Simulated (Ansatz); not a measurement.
Sn (diamond)

```yaml
crystal:
  lattice:
    - [0.00000, 3.32768, 3.32768]
    - [3.32768, 0.00000, 3.32768]
    - [3.32768, 3.32768, 0.00000]
  atoms:
    - { symbol: Sn, position: [0.25000, 0.25000, 0.25000] }
    - { symbol: Sn, position: [0.00000, 0.00000, 0.00000] }
```

Two-dimensional scan of atom 1 (Sn, nearest neighbour Sn at 2.882 Å; its periodic images, 4.7 Å or more away, move with it): u runs along (0.707, 0.707, 0.000), v along (0.000, 0.000, 1.000) (Cartesian). Cell and other atoms are fixed.

Method: PBE (plane waves to 420 eV, PAW, scalar-relativistic; Ansatz, a first-principles code). k mesh 10×10×10 (Γ-centred), Fermi-Dirac smearing 0.05 eV. E stands for the smeared free energy. With partly filled bands, energies and forces of such displacements shift with the k mesh and the smearing. Fu and Fv are the components of the force on the atom. Sn was relaxed with its symmetry unable to fall. The relaxed volume of Sn is well above the measured one; the method has no dispersion term. ΔE is measured from the undisplaced structure. Axes are in Å.

ΔE (meV/cell), with u across and v down:

| v \ u | -0.430 | -0.215 | 0.000 | 0.215 | 0.430 |
|---|---|---|---|---|---|
| -0.430 | 2066 | 938 | 585 | 938 | 2066 |
| -0.215 | 1157 | 394 | 150 | 394 | 1157 |
| 0.000 | 637 | 153 | 0 | 153 | 637 |
| 0.215 | 504 | 237 | 150 | 237 | 504 |
| 0.430 | 705 | 615 | 585 | 615 | 705 |

Fv (eV/Å), with u across and v down:

| v \ u | -0.430 | -0.215 | 0.000 | 0.215 | 0.430 |
|---|---|---|---|---|---|
| -0.430 | 5.06 | 3.12 | 2.55 | 3.12 | 5.06 |
| -0.215 | 3.35 | 1.87 | 1.41 | 1.87 | 3.35 |
| 0.000 | 1.50 | 0.37 | 0.00 | 0.37 | 1.50 |
| 0.215 | -0.22 | -1.12 | -1.41 | -1.12 | -0.22 |
| 0.430 | -1.57 | -2.31 | -2.55 | -2.31 | -1.57 |

Key numbers:

```
Item                                                                                                                                           Value
-----------------------------------------------------------------------------  ---------------------------------------------------------------------
Principal force constants in the plane (five-point differences of the forces)                                                   6.7 eV/Å², isotropic
Centre of the map                                                                                                                          a minimum
Lowest place on the grid                                                                                       u = 0.000 Å, v = 0.000 Å (0 meV/cell)
Highest place on the grid, met at several equal points                         u = -0.430 Å, v = -0.430 Å; u = 0.430 Å, v = -0.430 Å (2066 meV/cell)
```

(For displaced atoms, the force is minus the slope of the energy, and its curvature is a force constant, which sets phonon frequencies.)
